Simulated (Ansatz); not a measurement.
# Structure search: one Zr4H candidate

Method: DFT PBE, scalar-relativistic, plane waves, PAW in Ansatz. Cutoff 420 eV, Gaussian smearing, Γ-centred meshes. Cell and atoms relax first on a coarse mesh and then on a finer one. In between, the cell is made exact in the group found at 0.06 Å. In metals the finer mesh still leaves noise of several meV/atom or more. The steps can't lower the symmetry of their start. No spin polarisation in the relaxation; trial moments died out in a coarse test.

The cell of Zr4H is invented: random cell by space group and Wyckoff sites (P4/m, No. 83). Its size is a rough estimate.

```xyz
5
Lattice="4.4969 0.0000 0.0000 0.0000 4.4969 0.0000 0.0000 0.0000 3.2949" Properties=species:S:1:pos:R:3 pbc="T T T"
Zr    3.0291    3.5498    0.0000
Zr    1.4678    0.9471    0.0000
Zr    0.9471    3.0291    0.0000
Zr    3.5498    1.4678    0.0000
H     0.0000    0.0000    1.6475
```

The zero of energy is the elements' standard structures at the same level (H₂ as a molecule); no fitted shifts are applied.

**Question.** Where does the relaxation end?

**Answer.** The symmetry stays P4/m (No. 83). The volume per atom grows by 48.3 %, from 13.3 to 19.8 Å³. The shortest distance goes from 2.15 Å (Zr–Zr) to 2.57 Å (Zr–H). The ratio c/a of the conventional cell changes by a factor of 0.71. The energy falls by about 2.6 eV/atom (the start's value is from the coarse mesh). Conventional cell: a = 5.757 Å, c = 2.982 Å. Around Zr lie 2 H at 2.57 Å and 7 Zr at 2.95–3.01 Å; H has 8 Zr at 2.57 Å and 2 H at 2.98 Å.

```xyz
5
Lattice="5.7569 0.0000 0.0000 0.0000 5.7569 0.0000 0.0000 0.0000 2.9819" Properties=species:S:1:pos:R:3 pbc="T T T"
Zr    3.9317    4.7241    0.0000
Zr    1.8252    1.0328    0.0000
Zr    1.0328    3.9317    0.0000
Zr    4.7241    1.8252    0.0000
H     0.0000    0.0000    1.4910
```

**Question.** How does it come out in energy, and is it a metal?

**Answer.** The energy over the elements is +0.43 eV/atom and the gap on the 8×8×12 mesh of the 5-atom cell is 0 eV (a metal).

The separate elements lie lower, so it is unstable against them.

The last run used Gaussian smearing of 0.10 eV. With hydrogen, zero-point motion can shift formation energies by some tens of meV/atom. A structure relaxed within its symmetry needn't be a true minimum.
